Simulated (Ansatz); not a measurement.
The energy that a pulse needs to warm a small volume, and the thermal time constant, scale with heat capacity per volume.

The reference row is α-quartz SiO2. A cube of 50 nm edge is warmed by 100 K from 300 K, with the heat capacity held at its 300 K value. All rows have a gap.

Levels of theory (Ansatz, a plane-wave PAW program): C_V, highest phonon, zero-point energy, vibrational entropy: LDA, harmonic phonons over the whole zone; volume per atom: LDA, relaxed cell.

Runs started from generated or typed cells of the structure named: MgO; sapphire; HfO2. Over 15 meV/atom above the lowest phase of their formula at hand: HfO2 (48 meV/atom, r²SCAN). Known as high-temperature phases, here as static cells: HfO2. Spin–orbit coupling is left out unless named.

The figures follow from the printed values by these rules: share of the Dulong–Petit value = C_V/24.94; C per volume = C_V/(0.6022 V); energy = C per volume × edge³ × ΔT, with 1 nm³ = 10⁻²¹ cm³.

| crystal | C_V at 300 K (J/(K·mol of atoms)) | V (Å³/atom) | highest phonon (cm⁻¹) | zero-point energy (meV/atom) | vibrational entropy at 300 K (J/(K·mol of atoms)) | share of 3R (%) | C per volume (J/(K·cm³)) | energy (fJ) |
|---|---|---|---|---|---|---|---|---|
| MgO (rock salt) | 18.3 | 8.99 | 715 | 75 | 13.4 | 73 | 3.380 | 42 |
| sapphire (α-Al2O3) | 15.8 | 8.32 | 898 | 93 | 10.3 | 63 | 3.154 | 39 |
| HfO2 (P4₂/nmc) | 18.9 | 10.64 | 729 | 68 | 20.3 | 76 | 1.918 | 24 |
| α-quartz SiO2, reference | 14.9 | 12.23 | 1233 | 104 | 14.3 | 60 | 2.023 | 25 |

Problem. Check the column «C per volume (J/(K·cm³))» against the rules: one row is wrong, and what depends on it inherits the slip. Find and correct it.

Solution. The row of HfO2 shows 1.918. From its own inputs, heat capacity per volume: 18.9/(0.6022 × 10.64) = 2.950 J/(K·cm³). Carried on: energy: 2.950 × 50³ × 100 × 10⁻⁶ = 37 fJ. The other rows agree with the rules.

With the correction: Ranking by heat capacity per volume, lowest first: α-quartz SiO2 (2.023 ± 0.11), HfO2 (2.950 ± 0.16) ≈ sapphire (3.154 ± 0.17) ≈ MgO (3.380 ± 0.18). The ± follows from allowances picked for this note (C_V 2 %, volume per atom 4 %, 3 % for the model), carried to first order and added in quadrature; ≈ joins neighbours closer than their two ± added in quadrature. 0 of the 3 others clearly beat the reference on this figure.

Constant-volume harmonic values; C_P is higher, by little in stiff crystals and by several percent in soft ones. Where several phases of a formula are at hand, those over 0.1 eV/atom above the lowest were not drawn (by r²SCAN where it compared them, else by the largest value; a layered or molecular lowest phase counts only with a dispersion term); other phases could lie lower still. Rows were sampled with a lean to familiar crystals, related or not, whatever their agreement with measurement; tables with many equal figures were not kept. Limits of the draw: crystals with a gap; no unfamiliar magnets, and cubic perovskites only if shown or known to be stable. As a rule kept out of such tables: 4f compounds, open-shell compounds run without a Hubbard term, cells found unstable in the tests at hand, cells close to a higher symmetry, and runs set to a pressure or over 12 % in volume from the crystal's fullest run.
